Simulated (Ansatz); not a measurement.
Ansatz (a first-principles code) input:

Ansatz 0.2 input:
```yaml
crystal:
  lattice:
    - [1.56506363, 0.9035899081, 6.0593450033]
    - [-1.56506363, 0.9035899081, 6.0593450033]
    - [0.0, -1.8071798162, 6.0593450033]
  atoms:
    - { symbol: W, position: [0.9993401243, 0.9993401243, 0.9993401243] }
    - { symbol: S, position: [0.5801462821, 0.5801462821, 0.5801462821] }
    - { symbol: S, position: [0.7518105937, 0.7518105937, 0.7518105937] }
kpoints:
  mp_grid: { grid: [10, 10, 10] }
hamiltonian:
  xc: lda
  pseudopotentials: { azcp: { folder: ./paw }, kind: paw }
scf:
  occupations: { method: fixed }
elastic: { mode: relaxed_ion, stencil: two_point, amplitude: 0.005, f_tol: 0.0005 }
output: { polarization: {} }
```

Output (shortened):

```
Pseudopotential: W, paw, valence charge 14
Pseudopotential: S, paw, valence charge 6
Functional definition: SPW92
Crystal: 3 atoms, lattice volume = 51.414 Å³
Basis set: ecut = 420 eV, 999 PW (Γ)
Bands: 17, of which v1, the nominal top of the filled ones, is band 13 counted from 1 (12 counted from 0)
Symmetry: 6 space group operations
Space group: R3m (ITA 160), of the structure as read, at distance tolerance 3.7e-5 Å
k-points: 116 of 1000 (time reversal used)
SCF 1 converged in 15 iterations: F = -11872.523400 eV  dr2 = 2.72e-15
Crystal: 3 atoms, lattice volume = 51.157 Å³
Basis set: ecut = 420 eV, 995 PW (Γ)
Symmetry: 2 space group operations
k-points: 282 of 1000 (time reversal used)
SCF 2 converged in 14 iterations: F = -11872.522124 eV  dr2 = 4.55e-15
relax step   1: F+E_penalty+E_count = -11872.52212351 eV  Δ(F+E_penalty+E_count) = +0.000e0 eV  max|allowed force component| = 5.942e-2 eV/Å  Δτ_max = 0.0000 Å  (14 SCF iters, accepted)
Crystal: 3 atoms, lattice volume = 51.157 Å³
SCF 3 converged in 11 iterations: F = -11872.522286 eV  dr2 = 3.93e-15
relax step   2: F+E_penalty+E_count = -11872.52228565 eV  Δ(F+E_penalty+E_count) = -1.621e-4 eV  max|allowed force component| = 2.787e-2 eV/Å  Δτ_max = 0.0041 Å  (11 SCF iters, accepted)
Crystal: 3 atoms, lattice volume = 51.157 Å³
SCF 4 converged in 9 iterations: F = -11872.522322 eV  dr2 = 9.08e-14
relax step   3: F+E_penalty+E_count = -11872.52232158 eV  Δ(F+E_penalty+E_count) = -3.593e-5 eV  max|allowed force component| = 1.672e-3 eV/Å  Δτ_max = 0.0013 Å  (9 SCF iters, accepted)
Crystal: 3 atoms, lattice volume = 51.157 Å³
SCF 5 converged in 8 iterations: F = -11872.522322 eV  dr2 = 9.54e-15
relax step   4: F+E_penalty+E_count = -11872.52232165 eV  Δ(F+E_penalty+E_count) = -6.874e-8 eV  max|allowed force component| = 3.555e-4 eV/Å  Δτ_max = 0.0001 Å  (8 SCF iters, accepted)
Crystal: 3 atoms, lattice volume = 51.157 Å³
SCF 6 converged in 2 iterations: F = -11872.522322 eV  dr2 = 2.93e-15
Crystal: 3 atoms, lattice volume = 51.671 Å³
SCF 7 converged in 12 iterations: F = -11872.522173 eV  dr2 = 9.87e-14
relax step   1: F+E_penalty+E_count = -11872.52217317 eV  Δ(F+E_penalty+E_count) = +0.000e0 eV  max|allowed force component| = 5.812e-2 eV/Å  Δτ_max = 0.0000 Å  (12 SCF iters, accepted)
Crystal: 3 atoms, lattice volume = 51.671 Å³
SCF 8 converged in 10 iterations: F = -11872.522326 eV  dr2 = 8.36e-14
relax step   2: F+E_penalty+E_count = -11872.52232611 eV  Δ(F+E_penalty+E_count) = -1.529e-4 eV  max|allowed force component| = 2.941e-2 eV/Å  Δτ_max = 0.0042 Å  (10 SCF iters, accepted)
Crystal: 3 atoms, lattice volume = 51.671 Å³
SCF 9 converged in 10 iterations: F = -11872.522366 eV  dr2 = 5.41e-15
relax step   3: F+E_penalty+E_count = -11872.52236628 eV  Δ(F+E_penalty+E_count) = -4.018e-5 eV  max|allowed force component| = 1.851e-3 eV/Å  Δτ_max = 0.0014 Å  (10 SCF iters, accepted)
Crystal: 3 atoms, lattice volume = 51.671 Å³
SCF 10 converged in 8 iterations: F = -11872.522366 eV  dr2 = 1.80e-14
relax step   4: F+E_penalty+E_count = -11872.52236636 eV  Δ(F+E_penalty+E_count) = -7.976e-8 eV  max|allowed force component| = 2.333e-4 eV/Å  Δτ_max = 0.0001 Å  (8 SCF iters, accepted)
Crystal: 3 atoms, lattice volume = 51.671 Å³
SCF 11 converged in 2 iterations: F = -11872.522366 eV  dr2 = 5.81e-15
Crystal: 3 atoms, lattice volume = 51.157 Å³
SCF 12 converged in 13 iterations: F = -11872.522084 eV  dr2 = 8.11e-14
relax step   1: F+E_penalty+E_count = -11872.52208362 eV  Δ(F+E_penalty+E_count) = +0.000e0 eV  max|allowed force component| = 1.575e-1 eV/Å  Δτ_max = 0.0000 Å  (13 SCF iters, accepted)
Crystal: 3 atoms, lattice volume = 51.157 Å³
SCF 13 converged in 11 iterations: F = -11872.522980 eV  dr2 = 6.59e-15
relax step   2: F+E_penalty+E_count = -11872.52298009 eV  Δ(F+E_penalty+E_count) = -8.965e-4 eV  max|allowed force component| = 7.471e-2 eV/Å  Δτ_max = 0.0108 Å  (11 SCF iters, accepted)
Crystal: 3 atoms, lattice volume = 51.157 Å³
SCF 14 converged in 11 iterations: F = -11872.523237 eV  dr2 = 1.08e-14
relax step   3: F+E_penalty+E_count = -11872.52323710 eV  Δ(F+E_penalty+E_count) = -2.570e-4 eV  max|allowed force component| = 8.206e-4 eV/Å  Δτ_max = 0.0035 Å  (11 SCF iters, accepted)
Crystal: 3 atoms, lattice volume = 51.157 Å³
SCF 15 converged in 7 iterations: F = -11872.523237 eV  dr2 = 2.38e-14
relax step   4: F+E_penalty+E_count = -11872.52323713 eV  Δ(F+E_penalty+E_count) = -2.256e-8 eV  max|allowed force component| = 1.449e-5 eV/Å  Δτ_max = 0.0000 Å  (7 SCF iters, accepted)
Crystal: 3 atoms, lattice volume = 51.157 Å³
SCF 16 converged in 2 iterations: F = -11872.523237 eV  dr2 = 2.45e-14
Crystal: 3 atoms, lattice volume = 51.671 Å³
SCF 17 converged in 13 iterations: F = -11872.522074 eV  dr2 = 1.22e-14
relax step   1: F+E_penalty+E_count = -11872.52207353 eV  Δ(F+E_penalty+E_count) = +0.000e0 eV  max|allowed force component| = 1.544e-1 eV/Å  Δτ_max = 0.0000 Å  (13 SCF iters, accepted)
Crystal: 3 atoms, lattice volume = 51.671 Å³
SCF 18 converged in 11 iterations: F = -11872.522942 eV  dr2 = 1.24e-14
relax step   2: F+E_penalty+E_count = -11872.52294161 eV  Δ(F+E_penalty+E_count) = -8.681e-4 eV  max|allowed force component| = 7.756e-2 eV/Å  Δτ_max = 0.0110 Å  (11 SCF iters, accepted)
Crystal: 3 atoms, lattice volume = 51.671 Å³
SCF 19 converged in 11 iterations: F = -11872.523218 eV  dr2 = 2.26e-14
relax step   3: F+E_penalty+E_count = -11872.52321826 eV  Δ(F+E_penalty+E_count) = -2.766e-4 eV  max|allowed force component| = 8.328e-4 eV/Å  Δτ_max = 0.0037 Å  (11 SCF iters, accepted)
Crystal: 3 atoms, lattice volume = 51.671 Å³
SCF 20 converged in 8 iterations: F = -11872.523218 eV  dr2 = 4.29e-15
relax step   4: F+E_penalty+E_count = -11872.52321816 eV  Δ(F+E_penalty+E_count) = +1.001e-7 eV  max|allowed force component| = 2.090e-3 eV/Å  Δτ_max = 0.0001 Å  (8 SCF iters, rejected (line search))
Crystal: 3 atoms, lattice volume = 51.671 Å³
SCF 21 converged in 7 iterations: F = -11872.523218 eV  dr2 = 8.49e-14
relax step   5: F+E_penalty+E_count = -11872.52321829 eV  Δ(F+E_penalty+E_count) = -2.477e-8 eV  max|allowed force component| = 1.742e-5 eV/Å  Δτ_max = 0.0000 Å  (7 SCF iters, accepted)
Crystal: 3 atoms, lattice volume = 51.671 Å³
SCF 22 converged in 2 iterations: F = -11872.523218 eV  dr2 = 2.34e-14
Crystal: 3 atoms, lattice volume = 51.414 Å³
SCF 23 converged in 11 iterations: F = -11872.522739 eV  dr2 = 2.47e-14
relax step   1: F+E_penalty+E_count = -11872.52273882 eV  Δ(F+E_penalty+E_count) = +0.000e0 eV  max|allowed force component| = 7.973e-2 eV/Å  Δτ_max = 0.0000 Å  (11 SCF iters, accepted)
Crystal: 3 atoms, lattice volume = 51.414 Å³
SCF 24 converged in 11 iterations: F = -11872.523324 eV  dr2 = 1.82e-15
relax step   2: F+E_penalty+E_count = -11872.52332360 eV  Δ(F+E_penalty+E_count) = -5.848e-4 eV  max|allowed force component| = 3.564e-3 eV/Å  Δτ_max = 0.0077 Å  (11 SCF iters, accepted)
Crystal: 3 atoms, lattice volume = 51.414 Å³
SCF 25 converged in 8 iterations: F = -11872.523325 eV  dr2 = 5.24e-14
relax step   3: F+E_penalty+E_count = -11872.52332464 eV  Δ(F+E_penalty+E_count) = -1.033e-6 eV  max|allowed force component| = 7.106e-5 eV/Å  Δτ_max = 0.0003 Å  (8 SCF iters, accepted)
Crystal: 3 atoms, lattice volume = 51.414 Å³
SCF 26 converged in 2 iterations: F = -11872.523325 eV  dr2 = 9.03e-15
Crystal: 3 atoms, lattice volume = 51.414 Å³
SCF 27 converged in 11 iterations: F = -11872.522738 eV  dr2 = 5.24e-14
relax step   1: F+E_penalty+E_count = -11872.52273837 eV  Δ(F+E_penalty+E_count) = +0.000e0 eV  max|allowed force component| = 7.935e-2 eV/Å  Δτ_max = 0.0000 Å  (11 SCF iters, accepted)
Crystal: 3 atoms, lattice volume = 51.414 Å³
SCF 28 converged in 10 iterations: F = -11872.523320 eV  dr2 = 1.61e-14
relax step   2: F+E_penalty+E_count = -11872.52332038 eV  Δ(F+E_penalty+E_count) = -5.820e-4 eV  max|allowed force component| = 3.887e-3 eV/Å  Δτ_max = 0.0077 Å  (10 SCF iters, accepted)
Crystal: 3 atoms, lattice volume = 51.414 Å³
SCF 29 converged in 9 iterations: F = -11872.523322 eV  dr2 = 1.01e-14
relax step   3: F+E_penalty+E_count = -11872.52332153 eV  Δ(F+E_penalty+E_count) = -1.154e-6 eV  max|allowed force component| = 8.482e-5 eV/Å  Δτ_max = 0.0003 Å  (9 SCF iters, accepted)
Crystal: 3 atoms, lattice volume = 51.414 Å³
SCF 30 converged in 2 iterations: F = -11872.523322 eV  dr2 = 6.69e-15
WARN: elastic: the piezoelectric tensor has entries that are no larger than their own uncertainty from the finite density of the strings, so this run does not …
SCF converged after 15 iterations
Free energy (F): -11872.523400 eV
Harris-Foulkes:  -11872.523400 eV  (|F-HF|=1.82e-12)
Internal energy: -11872.523400 eV  (E = F + TS)
E sigma→0 (E₀):  -11872.523400 eV
Fermi energy:    12.070529 eV
--- Per-component energies (eV) ---
  E_band       = -180.192791
  E_kinetic    = 638.259641
  E_local      = -1655.387426  (includes V_loc(G=0)·N_el)
  E_nonlocal   = 51.990958
  E_hartree    = 686.295680
  E_xc         = -444.008602
  E_vxc        = -399.668225  (∫ρ·V_xc dr)
  E_paw        = -9478.424539  (= ΣΔE_a)
  E_vpaw       = -187.979250  (= ΣTr[D̂ρ^β])
  E_aug_tail   = 0.000151  (compensation charges beyond the density's cutoff)
  E_ewald      = -1671.838908
  E_core_change = 0.589645  (= ΣΔE_core)
  E_smearing   =  0.000000  (= −TS)
  E_closure    =  0.000000  (closes the sum)
  Σ components = -11872.523400   (vs F -11872.523400, Δ=0.00e0)
--- Forces (eV/Å), atoms counted from 1 ---
  atom   1  W      0.00000000     0.00000000     0.00024696
  atom   2  S      0.00000000     0.00000000    -0.00018458
  atom   3  S      0.00000000     0.00000000    -0.00005870
  max |Σ_I F_I| component: 3.68e-6 eV/Å
--- Stress (GPa, compression-positive) ---
        0.006286       0.000000       0.000000
        0.000000       0.006286       0.000000
        0.000000       0.000000      -0.008355
  P = ⅓ Tr σ = 0.0014 GPa (0.014 kbar)
--- Band table (eV; the first three rows and the last of 116) ---
  k-point 0: bands = ["-62.5182", "-26.8151", "-26.5969", "-26.5969", "-3.7790", "-1.6436", "4.1300", "8.4386", "8.4386", "9.7115", "9.7115", "10.5988", "10.6330", "14.2619", "14.2619", "14.6128", "14.6128"]
  k-point 1: bands = ["-62.5162", "-26.8079", "-26.6367", "-26.6061", "-3.5992", "-1.5959", "4.3488", "8.0107", "8.6171", "9.0968", "9.4380", "10.5641", "10.8650", "14.0497", "14.2464", "14.4421", "14.5937"]
  k-point 2: bands = ["-62.5108", "-26.7888", "-26.7394", "-26.6300", "-3.0965", "-1.4622", "4.9055", "7.1140", "8.0927", "8.8573", "9.0954", "10.3781", "10.5972", "13.3647", "14.1846", "14.6195", "15.1814"]
  k-point 115: bands = ["-62.5182", "-26.8152", "-26.5969", "-26.5969", "-3.5026", "-2.1781", "5.3390", "7.9647", "8.4190", "8.4190", "9.7531", "9.7531", "12.0705", "14.3666", "14.3666", "14.4514", "14.4514"]
--- Elastic constants: 3 strain directions × 2 members + reference (group order 6) ---
  dense FFT box of the reference and of every strained cell: 45×45×45
  strains applied: 11, 33, 23; error gains …
  C = ∂σ_k/∂η_j (tension-positive GPa; Voigt order 11 22 33 23 13 12):
       263.182     58.110     14.569      4.442      0.000      0.000
        58.110    263.182     14.569     -4.442      0.000      0.000
        14.537     14.537     43.912      0.000      0.000      0.000
         4.443     -4.443      0.000     19.645      0.000      0.000
         0.000      0.000      0.000      0.000     19.645      4.443
         0.000      0.000      0.000      0.000      4.442    102.536
  reference stress σ⁰ (GPa):     -0.006     -0.006      0.008      0.000      0.000      0.000
  moduli (Voigt/Reuss/Hill, GPa): K = 82.75/39.00/60.87   G = 60.57/31.49/46.03   E = 110.29   ν = 0.198
  mechanically stable: yes (min eigenvalue of sym C = 19.41 GPa)
  e, the proper piezoelectric tensor (elastic.mode: relaxed_ion; C/m²; rows x y z; Voigt order 11 22 33 23 13 12):
       0.00000    0.00000    0.00000    0.00000   -0.03821   -0.44001
      -0.44001    0.44001    0.00000   -0.03821    0.00000    0.00000
      -0.01140   -0.01140   -0.13623    0.00000    0.00000    0.00000
  ±, each entry's uncertainty from the finite density of the strings (C/m²), an estimate: the size of the correction for it that the entry includes:
       0.00000    0.00000    0.00000    0.00000    0.00095    0.01136
       0.01136    0.01136    0.00000    0.00095    0.00000    0.00000
       0.01152    0.01152    0.00698    0.00000    0.00000    0.00000
  NOT RESOLVED BY THE STRINGS, being no larger than its uncertainty from them: e31 = -1.1e-2 ± 1.2e-2 C/m², e32 = -1.1e-2 ± 1.2e-2 C/m² (raise kpoints.mp_grid, or output.polarization.string_points where it is set)
  strain η (Voigt 11):  stress-route row diagonal C_11 = 263.18 GPa, energy-path curvature d²(F+E_count+ΔE)/dδ²/Ω₀ = 263.14 GPa
         δ    σ_11 (GPa)             F (eV)   n_scf  n_hpsi   n_pw
    -5.000e-3      -1.3483      -11872.5223216       2   45464   1020   relax 4 steps, max|allowed force component| 3.55e-4 eV/Å
     5.000e-3       1.2835      -11872.5223664       2   45603   1024   relax 4 steps, max|allowed force component| 2.33e-4 eV/Å
  strain η (Voigt 33):  stress-route row diagonal C_33 = 43.91 GPa, energy-path curvature d²(F+E_count+ΔE)/dδ²/Ω₀ = 43.88 GPa
         δ    σ_33 (GPa)             F (eV)   n_scf  n_hpsi   n_pw
    -5.000e-3      -0.2224      -11872.5232371       2   18827   1016   relax 4 steps, max|allowed force component| 1.45e-5 eV/Å
     5.000e-3       0.2168      -11872.5232183       2   18861   1022   relax 5 steps, max|allowed force component| 1.74e-5 eV/Å
  strain η (Voigt 23):  stress-route row diagonal C_44 = 19.64 GPa, energy-path curvature d²(F+E_count+ΔE)/dδ²/Ω₀ = 19.65 GPa
         δ    σ_23 (GPa)             F (eV)   n_scf  n_hpsi   n_pw
    -5.000e-3      -0.0953      -11872.5233246       2   45899   1024   relax 3 steps, max|allowed force component| 7.11e-5 eV/Å
     5.000e-3       0.1012      -11872.5233215       2   45564   1022   relax 3 steps, max|allowed force component| 8.48e-5 eV/Å
--- Formal polarisation (Berry phase): one branch of a lattice of values; only differences between neighbouring runs are physical ---
  axis  mesh            electronic          ionic      p = total  spread (rad)  least overlap  resolved gap  δp at fixed H ≤   (phases in cycles; p mod 2 …
  b1    10×10×10        0.68558298    21.98250300    22.66808598      1.167609         0.8471        2.2961           9.2e-6
  b2    10×10×10        0.68558298    21.98250300    22.66808598      1.167609         0.8471        2.2961           9.2e-6
  b3    10×10×10        0.68558298    21.98250300    22.66808598      1.167609         0.8471        2.2961           9.2e-6
  quantum along a1:   0.24596854 e/Å² =   394.085049 µC/cm²
  quantum along a2:   0.24596854 e/Å² =   394.085049 µC/cm²
  quantum along a3:   0.24596854 e/Å² =   394.085049 µC/cm²
  P = (  0.00000000,   0.00000000,   8.01459322) e/Å² = (    0.000000,     0.000000, 12840.793987) µC/cm²  (mod the quanta)
```

Cost: about 4 core-minutes (a rough figure) on shared cores.

The workflow started from a Materials Project entry (that database holds measured and hypothetical structures alike); the Crystallography Open Database files this formula in space group No. 160, but the cells were not matched. It is not the phase usual at ambient conditions (space group No. 194). The LDA relaxation kept the symmetry of its start; whether a distortion lowers the energy is not shown. The run is not spin-polarised. A crystal of weakly bound layers computed without a dispersion correction: the cell and the soft elastic constants depend strongly on that. Scalar-relativistic: spin–orbit coupling is off unless named, which matters more the heavier the elements.

Potentials: the earlier of the program's two PAW sets. The files were generated under PBE; for other functionals the program regenerates the frozen cores, and for LDA and PBEsol the local potential too.

Ansatz is a plane-wave DFT program.
